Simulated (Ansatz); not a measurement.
HfGe2 (fluorite, Fm-3m) under volume change, DFT-PBE in the program Ansatz with PAW potentials, scaled uniformly.

```csv
V (Å³/atom),E − E(relaxed) (meV/atom),P (GPa)
20.369,50.3,8.77
21.041,21.0,5.30
21.712,5.0,2.44
22.384,0.0,0.00
23.055,4.6,-2.12
23.727,17.4,-3.99
24.398,37.6,-5.61
```

What does a third-order Birch–Murnaghan fit give for V₀, B₀ and B′?

V₀ = 22.38 Å³/atom, B₀ = 76.8 GPa, B′ = 4.0.

A made-up cell: these elements were put on the sites of a structure type; neither database checked (COD, Materials Project) lists it. COD files the formula under space group No. 63, so this cell is another polymorph or a model. Its standing as an ambient phase is unchecked. Symmetry was held in the PBE relaxation; whether a distortion lowers the energy is not shown. No spin polarisation was allowed. Scalar-relativistic: spin–orbit coupling is off unless named, which matters more the heavier the elements.

Potentials: the later of the program's two PAW sets.
